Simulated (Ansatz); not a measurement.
**Nb: from a starting cell to a relaxed one**

The start is a relaxed Nb cell displaced along its unstable phonon at q = (½, 0, 0) of its primitive reciprocal cell (23i cm⁻¹), largest move 0.15 Å. A full variable-cell relaxation at zero pressure is run with r2SCAN (plane waves to 500 eV, PAW, scalar-relativistic; Ansatz, a program for electronic structure). First-step values are on the input's coarse k-mesh.

Ansatz input (later rounds restart from its end on a renewed k-mesh):
Ansatz 0.2 input:
```yaml
crystal:
  lattice:
    - [3.1612853049, 1.8251689218, 4.2712290544]
    - [-1.5806426524, 0.9125844609, 2.1356145272]
    - [0, -1.8251689218, 2.1356145272]
  atoms:
    - { symbol: Nb, position: [0.25, 0.5474490549, 0.4525509451] }
    - { symbol: Nb, position: [0.75, 0.4525509451, 0.5474490549] }
basis: { ecutwfc: 500, ecutrho_ratio: 4, xc_grid: 4, fft_grid_basis: typed }
kpoints: { mp_grid: { grid: [7, 13, 13] } }
hamiltonian:
  xc: r2scan
  dispersion: none
  pseudopotentials: { azcp: { folder: ./paw }, kind: paw }
scf: { occupations: { method: fermi_dirac, width: 0.05 } }
relax: { f_tol: 0.01, max_steps: 100, cell: { stress_tol: 0.02 } }
output: { forces: true, stress: true }
```

**Question.** Which atoms feel the largest initial force, and how large is it?

**Answer.** 0.04 eV/Å, on Nb1, Nb2 (atoms numbered as listed).

**Question.** How much energy is released per atom?

**Answer.** 0.14 eV/atom.

**Question.** How does the volume change?

**Answer.** -0.7 %, from 18.48 to 18.35 Å³/atom.

**Question.** Is the parent structure recovered?

**Answer.** It does not go back: it reaches C2/c (No. 15), 0.14 eV/atom below the parent.

**Question.** How do the shortest distances between atoms change?

**Answer.** The closest pairs of elements (up to four, under 3.6 Å), start → end: Nb–Nb 2.81 → 2.74 Å.

Final values are on a 19×19×10 k-mesh of the relaxed cell. No spin polarisation in the result.

The run could not lose the symmetry of its start, so the end can be a saddle point.

The relaxed structure here is a generated cell of Nb: the first start was made by placing the elements on the sites of a structure type, and the end was not matched to a known phase here, so it may be hypothetical. Known forms of Nb include space group No. 229.
